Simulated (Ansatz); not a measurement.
According to DFT-r²SCAN in the program Ansatz with PAW potentials, GaIr₃N in the anti-perovskite structure (Pm-3m) relaxes to a = 4.065 Å. Ga has 12 nearest neighbours from 2.87 Å (cuboctahedral); N has 6 nearest neighbours from 2.03 Å (octahedral). Its formation energy from the elements is 0.59 eV/atom, with no fitted shifts.

Electronic character: metallic (no gap). The magnetic state found is ferromagnetic. The net moment is 0.09 μB per atom.

An equation-of-state fit gives a bulk modulus of 260 GPa.

The start of the workflow was typed in or built on a structure type; neither database checked (COD, Materials Project) lists it. Whether it is the stable phase at ambient conditions was not checked. The cell was relaxed with r²SCAN under the symmetry of its start; whether a distortion lowers the energy is not shown. Magnetic state: ferromagnetic, the only order run, not a proven ground state. The volume moved by 18 % from the start of the relaxation. Its formation energy is positive at this level, so the cell may be metastable or incomplete. Other orbital occupations within this spin state were not tried. No Hubbard U is applied. The references are the lowest solids computed at this level, not always the standard phases (solids in place of the gases). Spin–orbit coupling is left out wherever it is not named.

Potentials: the earlier of the program's two PAW sets. The files were generated under PBE; for other functionals the program regenerates the frozen cores, and for LDA and PBEsol the local potential too.
